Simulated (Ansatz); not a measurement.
Starting cell, SnSe2 (CdI2 type):

```yaml
crystal:
  lattice:
    - [7.65168, 0.00000, 0.00000]
    - [-1.91292, 3.31327, 0.00000]
    - [0.00000, 0.00000, 6.23092]
  atoms:
    - { symbol: Sn, position: [0.00000, 0.00000, 0.00000] }
    - { symbol: Sn, position: [0.50000, 0.00000, 0.00000] }
    - { symbol: Se, position: [0.16667, 0.66667, 0.25294] }
    - { symbol: Se, position: [0.66667, 0.66667, 0.25294] }
    - { symbol: Se, position: [0.33333, 0.33333, 0.74706] }
    - { symbol: Se, position: [0.83333, 0.33333, 0.74706] }
```

Scan: atom 1 (Sn, nearest neighbour Se at 2.713 Å; its periodic images, 3.8 Å or more away, move with it) is displaced along Cartesian x, direction (1.000, 0.000, 0.000) in Cartesian axes, by s. The other atoms stay.

Method: r2SCAN+rVV10 (plane waves to 500 eV, PAW, scalar-relativistic; Ansatz, a first-principles code). k mesh 4×8×5 (Γ-centred), Fermi-Dirac smearing 0.05 eV. E stands for the smeared free energy. SnSe2 was relaxed with its symmetry unable to fall. The zero of ΔE is the undisplaced structure.

```csv
s (Å),ΔE (meV/cell)
-0.270,346
-0.216,220
-0.162,123
-0.108,55
-0.054,14
0.000,0
0.054,14
0.108,55
0.162,123
0.216,220
0.270,346
```

### Question
What force constant k = d²E/ds² at s = 0 does the table give?

### Answer
9.3 eV/Å². It is the second difference of the nearest points, corrected with the next pair.

### Question
With k = 9.32 eV/Å² from the forces, is the well harmonic out to s = 0.270 Å?

### Answer
½ks² = 340 meV/cell against the computed 346 meV/cell, so the well is close to harmonic there.

(A displaced cell: forces are minus the slopes of the energy, force constants its curvatures, and phonons follow from these.)
